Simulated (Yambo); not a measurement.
Yambo run on a free-standing CdClOH monolayer (symmetry P3m1, slab cell 16.5 Å high). The wavefunctions are norm-conserving PBEsol (Quantum ESPRESSO, 102 Ry, with spin-orbit coupling) ones on a 6×6×1 mesh (34 occupied bands); a = 3.6460 Å, b = 3.6460 Å, c = 16.5000 Å, α = 90.00°, β = 90.00°, γ = 120.00°.

Yambo input:

```
rim_cut
HF_and_locXC
RandQpts= 1000000
RandGvec= 2 Ry
CUTGeo= "slab z"
EXXRLvcs= 102 Ry
VXCRLvcs= 408 Ry
% QPkrange
 1 | 1 | 32 | 36 |
 4 | 4 | 34 | 35 |
 7 | 7 | 34 | 35 |
%
```

k points by index: 1 = Γ, 4 = M, 7 = K.

The o-*.hf file then holds:

```
#    K-point    Band    Eo [eV]    Ehf [eV]    Vxc [eV]    Vnlxc [eV]
#
    1    32    -0.041938    -4.649523    -17.00517    -21.61276
    1    33    -0.45467E-12    -4.504337    -16.64541    -21.14975
    1    34    0.000000    -4.504337    -16.64541    -21.14975
    1    35    2.453895    5.654569    -8.386760    -5.186085
    1    36    2.453895    5.654569    -8.386760    -5.186085
    4    34    -0.196113    -5.015278    -17.51605    -22.33522
    4    35    5.112513    9.833316    -12.28445    -7.563643
    7    34    -0.342655    -5.236693    -17.35051    -22.24455
    7    35    5.902173    11.25790    -15.02665    -9.670920
```
Exchange alone, without screening.

Geometry relaxed with PBEsol.

This is a model layer cut from the bulk structure; whether it is stable on its own was not checked.
